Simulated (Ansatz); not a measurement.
SiGe:
```
CELL_PARAMETERS angstrom
      3.61468     0.00000     0.00000
     -1.80734     3.13040     0.00000
      0.00000     0.00000     3.19379
ATOMIC_POSITIONS crystal
  Ge 0.00000 0.00000 0.00000
  Si 0.66667 0.33333 0.50000
```

Relaxed with r²SCAN. Special points in fractions of this cell's reciprocal vectors: Γ (0.000, 0.000, 0.000); M (0.500, 0.000, 0.000); K (0.333, 0.333, 0.000); A (0.000, 0.000, 0.500); L (0.500, 0.000, 0.500); H (0.333, 0.333, 0.500).

Q: List the band energies nearest the Fermi level at these points for plane-wave PAW r²SCAN (Ansatz code).

A: In eV from the Fermi level; about four levels below and three above (degenerate sets whole), none deeper than 8.9 eV; points with the same levels are listed once.

| k | below | above |
|---|---|---|
| Γ | -0.42 -0.42 -0.13 | 0.60 3.54 3.54 |
| M | -2.70 | 0.42 2.47 4.82 |
| K | -5.70 | 3.70 3.79 5.76 |
| A | – | 2.97 2.97 3.03 3.03 |
| L | -7.76 -6.90 -5.17 -4.86 | 0.94 1.23 4.04 |
| H | -5.29 -5.22 -1.97 -1.71 | 9.07 9.85 10.93 |

Space group P-6m2. The cell is a constructed one: a structure type filled with these elements; neither database checked (COD, Materials Project) lists it. Its standing as an ambient phase is unchecked. The r²SCAN relaxation kept the symmetry of its start; whether a distortion lowers the energy is not shown. Scalar-relativistic: spin–orbit coupling is off unless named, which matters more the heavier the elements.

Potentials: the earlier of the program's two PAW sets.
